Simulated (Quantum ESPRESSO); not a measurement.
# Kohn-Sham bands of Tl (hcp (Mg type))

```
CELL_PARAMETERS angstrom
      3.49734     0.00000     0.00000
     -1.74867     3.02879     0.00000
      0.00000     0.00000     5.64656
ATOMIC_POSITIONS crystal
  Tl 0.33333 0.66667 0.25000
  Tl 0.66667 0.33333 0.75000
```

Structure: Materials Project mp-82, symmetrised, not relaxed again. This is the element's usual structure. Level: PBEsol, no spin polarisation, no spin-orbit coupling; pw.x of Quantum ESPRESSO at 50 Ry with PseudoDojo potentials, 12×12×6 k-points, Wannier90. Density: 18×18×8 mesh, cold smearing 0.01 Ry. Spin-orbit coupling is left out although heavy elements are present.

Energies are relative to the Fermi level; weights are on the orthonormalised atomic waves of the pseudopotential files, averaged over the group. 26 electrons a cell are treated as valence.

```csv
bands,from (eV),to (eV),filling,weight on atomic waves
1–10,-11.79,-11.00,filled,…
11–12,-9.77,-3.71,filled,…
```

Problem. Which atomic shells make up each group?

Solution. 
- 1–10, weight on atomic waves: Tl 5d 99 %
- 11–12, weight on atomic waves: Tl 6s 68 %, Tl 6p 30 %

No gap over 0.05 eV opens at the Fermi level at this level of theory.
